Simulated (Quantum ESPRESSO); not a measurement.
Al7InAs8, a curve over strain

Computed values, not a measurement. The program is pw.x of Quantum ESPRESSO 7.5 (plane-wave density functional theory). The cell is made up: 16 atoms on a doubled zincblende/diamond lattice, with randomly drawn elements, strain and displacements, not relaxed. PseudoDojo standard norm-conserving files (v0.5 for PBE, v0.4.1 for LDA and PBEsol) set the functional; there is no spin polarisation, spin-orbit coupling or dispersion term, and the masses in the input are unused placeholders.

Seven runs add a strain to one cell (shear xy, as the tensor component); the atoms follow the cell and are not relaxed. Stress in the table is positive in tension.

Input of the run at +0.0002:

```
&control calculation='scf', pseudo_dir='./dojo.nc.sr.pbe.v0_5.standard.upf', outdir='./o', disk_io='low', tprnfor=.true., tstress=.true. /
&system ibrav=0, nat=16, ntyp=3, nbnd=83, ecutwfc=84.00895049, nosym=.true., tot_charge=0,
 occupations='smearing', smearing='fd', degauss=0.0018374661
/
&electrons conv_thr=7.350e-09, electron_maxstep=60, /
ATOMIC_SPECIES
Al 1.0 Al.upf
As 1.0 As.upf
In 1.0 In.upf
CELL_PARAMETERS angstrom
5.7151 0.0011 0.0
0.0011 5.7151 0.0
0.0 0.0 11.4302
ATOMIC_POSITIONS angstrom
Al 0.049 0.0073 0.1159
Al 0.0299 2.806 2.8328
Al 2.9147 0.0757 2.7645
Al 2.9428 2.9205 -0.0914
Al -0.0609 0.0011 5.7254
In 0.0192 2.9269 8.5319
Al 2.9139 -0.0142 8.6385
Al 2.872 2.8679 5.7576
As 1.4145 1.4716 1.4936
As 1.3701 4.3191 4.2266
As 4.2744 1.4075 4.3138
As 4.4205 4.276 1.4707
As 1.4751 1.4441 7.1692
As 1.4882 4.3377 9.9285
As 4.2305 1.4661 9.9805
As 4.239 4.2053 7.1222
K_POINTS automatic
4 4 2 1 1 1
```

| added strain | free energy less that of the input shown (eV) | stress xx (GPa) | stress yy (GPa) | stress zz (GPa) | stress xy (GPa) | pressure (GPa) | iterations |
| --- | --- | --- | --- | --- | --- | --- | --- |
| -0.0213 | 0.1552 | -3.73 | -3.72 | -3.35 | -3.20 | 3.60 | 12 |
| -0.0146 | 0.0697 | -3.63 | -3.61 | -3.27 | -2.15 | 3.50 | 12 |
| -0.0079 | 0.0178 | -3.58 | -3.54 | -3.22 | -1.10 | 3.45 | 12 |
| -0.0036 | 0.0025 | -3.56 | -3.52 | -3.20 | -0.42 | 3.43 | 12 |
| +0.0002 | 0.0000 | -3.56 | -3.52 | -3.20 | 0.17 | 3.43 | 12 |
| +0.0126 | 0.0673 | -3.65 | -3.59 | -3.26 | 2.11 | 3.50 | 12 |
| +0.0189 | 0.1457 | -3.75 | -3.68 | -3.33 | 3.10 | 3.58 | 12 |

A cubic fit gives a slope of stress xy against the added strain of 156 GPa at zero added strain, with the atoms clamped. Across the table the free energy follows the integral of the stress to within 0.4 meV. A rerun of one of the cells at a cutoff of 1437 eV and k mesh 6 x 6 x 4 moved values by no more than 0.017 eV in energy, 0.02 GPa in stress and 0.002 eV/Å in force.